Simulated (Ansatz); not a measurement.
HfN:
```xyz
4
Lattice="3.1439 0.0000 0.0000 -1.5720 2.7227 0.0000 0.0000 0.0000 5.4256" Properties=species:S:1:pos:R:3 pbc="T T T"
Hf     1.5720     0.9076     4.0692
Hf     0.0000     1.8152     1.3564
N      0.0000     0.0000     0.0000
N      0.0000     0.0000     2.7128
```

Relaxed with r²SCAN. Special points in fractions of this cell's reciprocal vectors: Γ (0.000, 0.000, 0.000); M (0.500, 0.000, 0.000); K (0.333, 0.333, 0.000); A (0.000, 0.000, 0.500); L (0.500, 0.000, 0.500); H (0.333, 0.333, 0.500).

Problem. List the band energies nearest the Fermi level at these points for the program Ansatz at the r²SCAN level (PAW).

Solution. In eV from the Fermi level; about four levels below and three above (degenerate sets whole), none deeper than 8.9 eV; points with the same levels are listed once.

| k | below | above |
|---|---|---|
| Γ | -3.78 -3.78 -1.91 -0.42 | 0.88 0.88 1.20 |
| M | -5.74 -3.51 -2.84 -2.64 | 2.49 2.95 4.61 |
| K | -6.26 -6.26 -6.15 -6.15 -3.49 | 0.12 0.12 4.44 4.44 |
| A | -4.61 -4.61 -4.61 -4.61 | 1.98 1.98 3.07 3.07 3.07 3.07 |
| L | -4.72 -4.72 -0.29 -0.29 | 4.89 4.89 4.96 4.96 |
| H | -5.22 -5.22 -4.70 -4.70 | 0.52 0.52 3.20 3.20 |

Space group P6_3/mmc (NiAs type). The workflow started from a Materials Project entry (that database holds measured and hypothetical structures alike); the Crystallography Open Database copy checked does not list it. It is not the phase usual at ambient conditions (space group No. 225). The cell was relaxed with r²SCAN under the symmetry of its start; its stability against distortions is not shown here. The run is not spin-polarised. Spin–orbit coupling is left out wherever it is not named.

Potentials: the later of the program's two PAW sets.
